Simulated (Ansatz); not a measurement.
Starting cell, LiH (rock salt):

```yaml
crystal:
  lattice:
    - [0.00000, 4.00712, 4.00712]
    - [2.00356, 0.00000, 2.00356]
    - [2.00356, 2.00356, 0.00000]
  atoms:
    - { symbol: H, position: [0.00000, 0.00000, 0.00000] }
    - { symbol: H, position: [0.50000, 0.00000, 0.00000] }
    - { symbol: Li, position: [0.25000, 0.50000, 0.50000] }
    - { symbol: Li, position: [0.75000, 0.50000, 0.50000] }
```

A phonon eigenvector at L = (0.5, 0.0, 0.0) is frozen into this cell: atom i moves by Q times the vector below, so Q is the largest atomic displacement, in Å. The cell is held. It is one choice among 2 degenerate patterns. (q is in reciprocal vectors of the primitive cell; the cell shown is doubled to hold the pattern.)

```csv
atom,x,y,z
Li3,-0.285,0.520,-0.805
Li4,0.285,-0.520,0.805
```

Atoms not listed stay in place.

The numbers are results of PBE (plane waves to 420 eV, PAW, scalar-relativistic; Ansatz, a quantum-chemistry and plane-wave program), not measurements. k mesh 7×14×14 (Γ-centred), Fermi-Dirac smearing 0.05 eV. E stands for the smeared free energy. LiH was relaxed with its symmetry unable to fall. The zero of ΔE is the undisplaced structure.

| Q (Å) | ΔE (meV/cell) |
|---|---|
| -0.1000 | 18.9 |
| -0.0833 | 13.1 |
| -0.0667 | withheld |
| -0.0500 | 4.7 |
| -0.0333 | 2.1 |
| -0.0167 | 0.5 |
| 0.0000 | 0.0 |
| 0.0167 | 0.5 |
| 0.0333 | 2.1 |
| 0.0500 | 4.7 |
| 0.0667 | withheld |
| 0.0833 | 13.1 |
| 0.1000 | 18.9 |

Problem. Fit an even polynomial form (powers 2, 4) to the given rows and predict ΔE at Q = 0.0667.

Solution. Least squares on the 11 given rows: ΔE = (1881)·Q² + (928.2)·Q⁴, in meV/cell with Q in Å; root-mean-square residual 0.01 meV/cell. At 0.0667 the fit gives 8.4 meV/cell; the calculation gives 8.4 meV/cell, the same to the digits shown. The quadratic term alone would give 8.4 meV/cell.

(For displaced atoms, the force is minus the slope of the energy, and its curvature is a force constant, which sets phonon frequencies.)
